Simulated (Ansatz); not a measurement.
## Two states of NiAg$_{3}$O$_{4}$

```yaml
crystal:
  lattice:
    - [0.00000, 4.90617, 0.00000]
    - [4.90617, 0.00000, 0.00000]
    - [2.45309, 2.45309, -4.79193]
  atoms:
    - { symbol: Ag, position: [0.50000, 0.50000, 0.00000] }
    - { symbol: Ni, position: [0.00000, 0.00000, 0.00000] }
    - { symbol: Ag, position: [0.25000, 0.75000, 0.50000] }
    - { symbol: Ag, position: [0.75000, 0.25000, 0.50000] }
    - { symbol: O, position: [0.09890, 0.70050, 0.20060] }
    - { symbol: O, position: [0.29950, 0.29950, 0.79940] }
    - { symbol: O, position: [0.70050, 0.09890, 0.20060] }
    - { symbol: O, position: [0.90110, 0.90110, 0.79940] }
```

Level: r2SCAN; 500 eV; 5×5×5 Γ-centred mesh; fermi-dirac occupations (width 0.1 eV); Ansatz 0.2.0, fixed geometry.

State A: no moments (no spin polarisation). State B: Ni2 up (collinear spin).

Question: Which state is lower, and how do they differ?

Answer: State B is lower by 14.1 meV an atom at zero smearing; in free energy at this smearing B lies -12.4 meV an atom from A.

```csv
state,free energy (meV/atom),largest moment in a small sphere (μB),net moment (μB/cell),gap on mesh (eV),pressure (GPa),largest force (eV/Å)
A,12.4,0.00,0.00,metal,3.9,1.78
B,0.0,0.93,1.21,metal,4.4,2.16
```

Origin: a known structure type with other elements, at an estimated volume, so it need not be a known compound. Caveats: semilocal functionals often miss the gap of such magnets; atoms or cell far from equilibrium; odd electron count without spin polarisation, so a magnetic state may lie lower.
